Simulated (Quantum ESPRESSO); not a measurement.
## CsPbBr3 (Pm-3m) under strain

```
CsPbBr3
1.0
    5.94863     0.00000     0.00000
    0.00000     5.94863     0.00000
    0.00000     0.00000     5.94863
Cs Pb Br
1 1 3
Cartesian
  0.00000   0.00000   0.00000
  2.97431   2.97431   2.97431
  2.97431   2.97431   0.00000
  0.00000   2.97431   2.97431
  2.97431   0.00000   2.97431
```
The cell comes from the Materials Project (a computed structure). It is CsPbBr3 in Pm-3m. Stability against distortions was not tested.

Isotropic strain: all lattice vectors are scaled together, so the volume changes by about three times as much; fractional positions kept.

Method: field gradients by the PAW reconstruction of the field gradient on a scalar-relativistic PBE ground state (a modified build of Quantum ESPRESSO, JTH datasets), 20 Ha, k-mesh 4×4×4 through Γ. Values are those of the named site's first atom. Cores are frozen. Against all-electron runs on small test molecules, this scheme's |Vzz| missed by −5 % on Br. Cs, Pb had no test against all-electron runs. Spin–orbit coupling is left out, a limit on Cs, Pb. The structure is static (0 K, no zero-point motion).

```
lattice scale factor  Vzz Br (a.u.)
--------------------  -------------
0.98                          1.887
1                             2.001
1.02                          2.109
```
